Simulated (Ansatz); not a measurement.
Below is a relaxed structure of AlBiO4. The cell was found from a structure generator's guess, not taken from experiment.

All numbers below come from Ansatz, DFT PBE, scalar-relativistic, plane waves, PAW. Cutoff 420 eV, Γ-centred mesh, Gaussian smearing, no spin polarisation.

```xyz
6
Lattice="4.3377 0.0000 0.0000 0.0000 4.3377 0.0000 0.0000 0.0000 4.3377" Properties=species:S:1:pos:R:3 pbc="T T T"
Al    0.0000    0.0000    0.0000
Bi    2.1689    2.1689    2.1689
O     1.0178    1.0178    1.0178
O     3.3199    3.3199    1.0178
O     3.3199    1.0178    3.3199
O     1.0178    3.3199    3.3199
```

Energies over the elements count from the elements' standard structures at the same level (O₂ as a molecule), with no fitted energy shifts.

Task: Find its symmetry and describe it.

Result: P-43m (No. 215). Conventional cell: a = 4.338 Å. Al has 4 O at 1.76 Å; Bi has 4 O at 1.99 Å; around O lie 1 Al at 1.76 Å and 1 Bi at 1.99 Å.

Task: What is its formation energy per atom?

Result: −1.24 eV/atom. It lies below the elements, which doesn't yet make it stable against other compounds or structures.

Task: Is it a metal?

Result: Yes, bands cross the Fermi level on the 10×10×10 mesh, though with few states there, as in a semimetal.

The last run used a 10×10×10 mesh for its 6-atom cell and Gaussian smearing of 0.10 eV. Spin–orbit coupling, which can matter for Bi, is left out. A structure relaxed within its symmetry needn't be a true minimum.
